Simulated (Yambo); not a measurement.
```
Cs3CoF6
1.0
    0.00000     4.62593     4.62593
    4.62593     0.00000     4.62593
    4.62593     4.62593     0.00000
F Co Cs
6 1 3
Direct
  0.80000   0.20000   0.20000
  0.20000   0.80000   0.80000
  0.20000   0.80000   0.20000
  0.80000   0.20000   0.80000
  0.20000   0.20000   0.80000
  0.80000   0.80000   0.20000
  0.00000   0.00000   0.00000
  0.25000   0.25000   0.25000
  0.75000   0.75000   0.75000
  0.50000   0.50000   0.50000
```

Workflow: PBEsol (Quantum ESPRESSO, PseudoDojo norm-conserving, 96 Ry, no spin-orbit coupling), then G0W0 in Yambo (2×2×2 Γ-centred k mesh, bands 5 to 372 and a 8 Ry block in the screening, 372 bands in G with the Bruneval-Gonze terminator, plasmon pole fitted at 27.2 eV).

Give the PBEsol and G0W0 gaps between the band edges found on this mesh, and say where the edges lie.

Edges: X → Γ. PBEsol: 1.31 eV; G0W0: 4.66 eV. Nearest settings tried, and what they do to the gap: 239 bands in W, 239 bands in G: -10 meV; 7 Ry block (459 vectors against 537): +55 meV. Not varied: mesh. So the settings aren't converged at that level. The k mesh is coarse. The 3d shell has no Hubbard U; the runs are without spin polarisation, and magnetic order was not tried.

Geometry of the Materials Project entry, not relaxed at this level.

The structure is a Materials Project entry; no match was found in the copy of COD used, and its stability was not checked.
